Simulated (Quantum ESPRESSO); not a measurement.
## Solid-state NMR card for NaLi₇O₄ (changed cell)

```yaml
crystal:
  lattice:
    - [4.78218, 0.00000, 0.00000]
    - [0.00000, 4.78218, 0.00000]
    - [0.00000, 0.00000, 4.78218]
  atoms:
    - { symbol: Na, position: [0.25000, 0.25000, 0.75000] }
    - { symbol: Li, position: [0.25000, 0.75000, 0.75000] }
    - { symbol: O, position: [0.98797, 0.98797, 0.01203] }
    - { symbol: Li, position: [0.25000, 0.75000, 0.25000] }
    - { symbol: Li, position: [0.25000, 0.25000, 0.25000] }
    - { symbol: O, position: [0.98797, 0.51203, 0.48797] }
    - { symbol: Li, position: [0.75000, 0.25000, 0.25000] }
    - { symbol: Li, position: [0.75000, 0.75000, 0.25000] }
    - { symbol: O, position: [0.51203, 0.98797, 0.48797] }
    - { symbol: Li, position: [0.75000, 0.75000, 0.75000] }
    - { symbol: Li, position: [0.75000, 0.25000, 0.75000] }
    - { symbol: O, position: [0.51203, 0.51203, 0.01203] }
```
The cell was made here from a computed Materials Project entry: one of 8 Li replaced by Na, cell and atoms relaxed (PBE without dispersion, pw.x of a modified build of Quantum ESPRESSO, symmetry kept). The parent is Li2O in Fm-3m. The swapped cell is a model, not a known phase. Stability against distortions was not tested.

Shieldings are absolute and leave out the bulk-susceptibility term; a larger σ means a smaller chemical shift. By our sweeps, such settings leave a few ppm in absolute σ. No d partial waves on Na: the paramagnetic term there is incompletely reconstructed. The structure is static (0 K, no zero-point motion).

Ω = σ33 − σ11 of the symmetric part; where symmetry doesn't make it nil, it is less certain than σ_iso.

What do the calculations give at each independent site (shieldings by PBE GIPAW on JTH datasets (Quantum ESPRESSO), 30 Ha, k-mesh 3×3×3 shifted, f-sum rule met within 0.007 %)?


| site | site symmetry | σ_iso (ppm) | span Ω (ppm) |
|---|---|---|---|
| Na (atom 1) | -43m | 444 | 0 |
| Li1 (atoms 2, 5, 11) | -42m | 78 | 0 |
| O (atoms 3, 6, 9, 12) | 3m | 195 | 18 |
| Li2 (atoms 4, 7, 10) | -42m | 78 | 1 |
| Li3 (atom 8) | -43m | 78 | 0 |
